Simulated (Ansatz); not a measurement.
BN:
Space group P6₃/mmc (No. 194); a = b = 2.4889 Å, c = 6.4927 Å, α = β = 90.00°, γ = 120.00°

| atom | site | symmetry | x | y | z |
|---|---|---|---|---|---|
| B | 2c | -6m2 | 0.3333 | 0.6667 | 0.2500 |
| N | 2d | -6m2 | 0.6667 | 0.3333 | 0.2500 |

Relaxed at zero pressure with plane-wave PAW LDA (Ansatz code).

**Question.** The volume is lowered by 6 % and shape and atoms relax at that volume. What pressure results, and how do the axes share the change?

**Answer.** 2.4 GPa; a -0.2 %, b -0.2 %, c -5.7 %; the energy rises by 3 meV/atom.

**Question.** Give the new structure.

**Answer.** 
Space group P6₃/mmc (No. 194); a = 2.484 Å, b = 2.484 Å, c = 6.125 Å, α = 90.00°, β = 90.00°, γ = 120.00°

| atom | site | symmetry | x | y | z |
|---|---|---|---|---|---|
| B | 2c | -6m2 | 0.3333 | 0.6667 | 0.2500 |
| N | 2d | -6m2 | 0.6667 | 0.3333 | 0.2500 |

The phase is kept; no other phase was compared at this pressure.

Space group P6_3/mmc. The LDA relaxation kept the symmetry of its start; phonons on a q-mesh show no instability. A crystal of weakly bound layers computed without a dispersion correction: the cell and the soft elastic constants depend strongly on that.

Potentials: the later of the program's two PAW sets.
